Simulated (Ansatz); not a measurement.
# SrBiIO₂: computed property card

SrBiIO$_{2}$:
```yaml
crystal:
  lattice:
    - [2.95266, -6.85115, 0.00000]
    - [2.95266, 6.85115, 0.00000]
    - [0.00000, 0.00000, 5.76482]
  atoms:
    - { symbol: Sr, position: [0.90702, 0.09298, 0.75000] }
    - { symbol: Sr, position: [0.09298, 0.90702, 0.25000] }
    - { symbol: Bi, position: [0.57299, 0.42701, 0.75000] }
    - { symbol: Bi, position: [0.42701, 0.57299, 0.25000] }
    - { symbol: I, position: [0.24419, 0.75581, 0.75000] }
    - { symbol: I, position: [0.75581, 0.24419, 0.25000] }
    - { symbol: O, position: [0.26996, 0.26996, 0.00000] }
    - { symbol: O, position: [0.73004, 0.73004, 0.00000] }
    - { symbol: O, position: [0.73004, 0.73004, 0.50000] }
    - { symbol: O, position: [0.26996, 0.26996, 0.50000] }
```

Space group Cmcm (No. 63); conventional cell a = 5.905 Å, b = 13.702 Å, c = 5.765 Å, α = β = γ = 90.00°.

Method: plane-wave PAW r²SCAN (Ansatz code). The cell and atoms are relaxed at this level. Other levels are named where they apply.

**Cell and energy**

```json
{
 "volume_per_atom": "23.32 Å³",
 "density": "6.49 g/cm³",
 "Formation energy from the elements (no fitted shifts)": "-193 kJ/mol of atoms"
}
```

**Electronic structure**

```json
{
 "band_gap": "3.34 eV (indirect)",
 "valence_band_maximum": "at Σ0 (k = 0.292, 0.292, 0.000 in fractions of the reciprocal vectors)",
 "conduction_band_minimum": "at Y (k = 0.500, 0.500, 0.000 in fractions of the reciprocal vectors)",
 "smallest_direct_gap_on_the_standard_path": "3.76 eV",
 "electron_effective_mass": "0.34, 0.43, 10 mₑ (principal values)",
 "Electron effective mass with spin–orbit coupling": "0.58, 3.2, 14 mₑ (principal values)",
 "hole_effective_mass": "1.0, 2.8, 3.0 mₑ (principal values)",
 "Hole effective mass with spin–orbit coupling": "1.1, 2.5, 2.5 mₑ (principal values)",
 "HSE06 gap on the r²SCAN cell": "3.86 eV",
 "Gap with spin–orbit coupling": "3.14 eV"
}
```

**Mechanics**

```json
{
  "Bulk modulus (Birch–Murnaghan fit)": "36.6 GPa",
  "Pressure derivative B′": "4.9"
}
```

**Charges**

```json
{
 "bader_charges": "Sr +1.61, Bi +1.79, I -0.77, O -1.32 e"
}
```

The workflow started from a Materials Project entry (that database holds measured and hypothetical structures alike); the Crystallography Open Database files this formula in space group No. 63, but the cells were not matched. Whether it is the stable phase at ambient conditions was not checked. The r²SCAN relaxation kept the symmetry of its start; whether a distortion lowers the energy is not shown. The references are the lowest solids computed at this level, not always the standard phases (solids in place of the gases). Scalar-relativistic: spin–orbit coupling is off unless named, which matters more the heavier the elements.

Potentials: the later of the program's two PAW sets.
